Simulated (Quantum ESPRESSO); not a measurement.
```
CELL_PARAMETERS angstrom
      5.67984     0.00000     0.00000
      0.00000     5.67984     0.00000
      0.00000     0.00000     5.67984
ATOMIC_POSITIONS crystal
  Cs 0.00000 0.00000 0.00000
  Pb 0.50000 0.50000 0.50000
  Cl 0.00000 0.50000 0.50000
  Cl 0.50000 0.00000 0.50000
  Cl 0.50000 0.50000 0.00000
```
The cell comes from the Materials Project (a computed structure). It is CsPbCl3 in Pm-3m. Stability against distortions was not tested.

With PBE (a modified build of Quantum ESPRESSO; gradients by PAW reconstruction on its ground state; JTH PAW datasets, 25 Ha):

```tsv
quantity	PBE
Vzz Cl (a.u.)	0.865
```

Cores are frozen. Against all-electron runs on small test molecules, this scheme's |Vzz| missed by −3 to −9 % on Cl.

Q: What does the LDA, on its own JTH datasets and the same geometry, give?

A: 
```csv
quantity,LDA,LDA − PBE
Vzz Cl (a.u.),0.894,+0.029
```
